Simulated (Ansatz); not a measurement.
Relaxation of a relaxed SrVO3 cell squeezed uniformly to 70 % of its volume; 5 atoms in the cell, which starts as Pm-3m (No. 221), cP5; a = b = c = 3.3824 Å, α = β = γ = 90.00°. Level of theory: PBEsol (plane waves to 420 eV, PAW, scalar-relativistic; Ansatz, a first-principles code). Γ-centred k-mesh 7×7×7 on the run's cell (coarser than for final values), Fermi–Dirac smearing 0.05 eV. This is the first round of the run. 

The optimiser's lines from the output (shortened; P is positive under compression):

```
relax step   1: F+E_penalty+E_count = -8060.88296049 eV  Δ(F+E_penalty+E_count) = +0.000e0 eV  max|allowed force component| = 8.520e-29 eV/Å  Δτ_max = 0.0000 Å  P = +155.719 GPa  Ω = 38.698 Å³  (7 SCF iters, dr2 threshold 1.00e-7 eV, accepted)
relax step   2: F+E_penalty+E_count = -8064.79288348 eV  Δ(F+E_penalty+E_count) = -3.910e0 eV  max|allowed force component| = 1.099e-29 eV/Å  Δτ_max = 0.0000 Å  P = +65.747 GPa  Ω = 44.638 Å³  (6 SCF iters, dr2 threshold 5.00e-7 eV, accepted)
relax step   3: F+E_penalty+E_count = -8066.13743001 eV  Δ(F+E_penalty+E_count) = -1.345e0 eV  max|allowed force component| = 4.060e-29 eV/Å  Δτ_max = 0.0000 Å  P = +16.297 GPa  Ω = 50.256 Å³  (6 SCF iters, dr2 threshold 5.00e-7 eV, accepted)
relax step   4: F+E_penalty+E_count = -8066.25311123 eV  Δ(F+E_penalty+E_count) = -1.157e-1 eV  max|allowed force component| = 1.257e-29 eV/Å  Δτ_max = 0.0000 Å  P = +2.433 GPa  Ω = 52.428 Å³  (6 SCF iters, dr2 threshold 5.00e-7 eV, accepted)
relax step   5: F+E_penalty+E_count = -8066.25458071 eV  Δ(F+E_penalty+E_count) = -1.469e-3 eV  max|allowed force component| = 4.291e-29 eV/Å  Δτ_max = 0.0000 Å  P = -0.073 GPa  Ω = 52.859 Å³  (6 SCF iters, dr2 threshold 5.00e-7 eV, accepted)
relax step   6: F+E_penalty+E_count = -8066.25463326 eV  Δ(F+E_penalty+E_count) = -5.254e-5 eV  max|allowed force component| = 7.047e-30 eV/Å  Δτ_max = 0.0000 Å  P = -0.000 GPa  Ω = 52.847 Å³  (6 SCF iters, dr2 threshold 1.34e-8 eV, accepted)
relax step   7: F+E_penalty+E_count = -8066.66672384 eV  Δ(F+E_penalty+E_count) = -4.121e-1 eV  max|allowed force component| = 9.703e-30 eV/Å  Δτ_max = 0.0000 Å  P = +9.878 GPa  Ω = 52.847 Å³  stress off target by 9.88e0 GPa  SCF on the basis re-selected at this cell (its energy is not comparable with the rows above)  (9 SCF iters)
relax step   8: F+E_penalty+E_count = -8066.72372698 eV  Δ(F+E_penalty+E_count) = -5.700e-2 eV  max|allowed force component| = 6.732e-30 eV/Å  Δτ_max = 0.0000 Å  P = +2.271 GPa  Ω = 54.639 Å³  (6 SCF iters, dr2 threshold 5.00e-7 eV, accepted)
relax step   9: F+E_penalty+E_count = -8066.72391838 eV  Δ(F+E_penalty+E_count) = -1.914e-4 eV  max|allowed force component| = 6.958e-29 eV/Å  Δτ_max = 0.0000 Å  P = -0.081 GPa  Ω = 55.263 Å³  (6 SCF iters, dr2 threshold 5.00e-7 eV, accepted)
relax step  10: F+E_penalty+E_count = -8066.72406960 eV  Δ(F+E_penalty+E_count) = -1.512e-4 eV  max|allowed force component| = 7.962e-29 eV/Å  Δτ_max = 0.0000 Å  P = -0.001 GPa  Ω = 55.241 Å³  (6 SCF iters, dr2 threshold 1.63e-8 eV, accepted)
relax step  11: F+E_penalty+E_count = -8066.73781651 eV  Δ(F+E_penalty+E_count) = -1.375e-2 eV  max|allowed force component| = 7.321e-29 eV/Å  Δτ_max = 0.0000 Å  P = +0.070 GPa  Ω = 55.241 Å³  stress off target by 6.95e-2 GPa  SCF on the basis re-selected at this cell (its energy is not comparable with the rows above)  (7 SCF iters)
relax step  12: F+E_penalty+E_count = -8066.73773372 eV  Δ(F+E_penalty+E_count) = +8.279e-5 eV  max|allowed force component| = 3.992e-29 eV/Å  Δτ_max = 0.0000 Å  P = +0.000 GPa  Ω = 55.260 Å³  (6 SCF iters, dr2 threshold 1.21e-8 eV, accepted)
relax step  13: F+E_penalty+E_count = -8066.73805970 eV  Δ(F+E_penalty+E_count) = -3.260e-4 eV  max|allowed force component| = 8.288e-29 eV/Å  Δτ_max = 0.0000 Å  P = +0.001 GPa  Ω = 55.260 Å³  stress off target by 1.03e-3 GPa  SCF on the basis re-selected at this cell (its energy is not comparable with the rows above)  (6 SCF iters)
```

From the first to the last row the energy changes by -1.17 eV/atom and the volume by +42.8 %. The last row is marked as not comparable with the walk above it, whose basis was carried along; it does compare with step 1, since both stand on a basis selected at the nominal cutoff for their own cell.

Energy and pressure jump between steps 6 and 7 at one geometry, where the plane-wave basis was selected anew. While the cell walks, the set of plane waves is carried along, so its effective cutoff drifts with the strain; re-selecting it at 420 eV moved the energy by -0.082 eV/atom and the pressure by 9.9 GPa. Only step 1 and rows on a re-selected basis compare with each other.

Later rounds, restarted from the end of this one on a renewed k-mesh, logged 7 more steps and released under 0.01 eV/atom more. The final structure after all rounds: Pm-3m (No. 221), cP5, cubic perovskite type; a = b = c = 3.809 Å, α = β = γ = 90.00°. Between re-selections the logged energies stand on a plane-wave basis carried along with the cell. No spin polarisation in the result. The relaxed primitive cell holds an odd number of electrons. A magnetic state may lie lower. No Hubbard U is applied.

The run could not lose the symmetry of its start.

All atoms sit on sites fixed by symmetry, so only the cell could relax.
